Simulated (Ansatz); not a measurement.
Relaxed-ion elastic tensor of GaAs (NiAs type, P6_3/mmc) in GPa (Voigt order), PBEsol in the plane-wave PAW code Ansatz; density 6.37 g/cm³, 18.85 Å³ per atom.

```
      1     2     3     4     5     6
-  ----  ----  ----  ----  ----  ----
1   104  62.9  63.2   0.0   0.0   0.0
2  62.9   104  63.2   0.0   0.0   0.0
3  63.2  63.2   130   0.0   0.0   0.0
4   0.0   0.0   0.0  28.7   0.0   0.0
5   0.0   0.0   0.0   0.0  28.7   0.0
6   0.0   0.0   0.0   0.0   0.0  20.4
```

Is the crystal mechanically stable?

Yes: the smallest eigenvalue of C is 20.4 GPa.

Work out the Voigt, Reuss and Hill averages.

K_V = 79.5, K_R = 78.6, K_H = 79.1; G_V = 25.4, G_R = 24.6, G_H = 25.0 GPa.

Give Young's modulus, Poisson's ratio, Pugh's ratio and the universal anisotropy index.

E = 9KG/(3K + G) = 67.9 GPa; ν = 0.36; K/G = 3.16 (ductile by the Pugh limit of 1.75); A_U = 5G_V/G_R + K_V/K_R − 6 = 0.17.

Estimate the sound speeds and the Debye temperature.

v_l = √((K + 4G/3)/ρ) = 4200 m/s, v_t = √(G/ρ) = 1980 m/s, mean 2230 m/s; Θ = (h/k)(3n/4πV)^(1/3) v_m = 249 K.

Solve the Christoffel equation for the three sound speeds along x, y, z.

Eigenvalues of C_ijkl n_j n_l equal ρv². In km/s, slowest first: x 1.79, 2.12, 4.03; y 1.79, 2.12, 4.03; z 2.12, 2.12, 4.52.

How much does each axis shrink under pressure?

Linear compressibilities β_i = Σ_j S_ij (j = 1 to 3): x 4.9, y 4.9, z 2.9 per TPa.

The start of the workflow was typed in or built on a structure type; neither database checked (COD, Materials Project) lists it. It is not the phase usual at ambient conditions (space group No. 216). The cell was relaxed with PBEsol under the symmetry of its start; of distortions, only those at the zone centre were tested. As this level gives no gap, shear constants depend on the k-mesh and smearing (Fermi–Dirac, 0.1 eV here).

Potentials: the later of the program's two PAW sets.
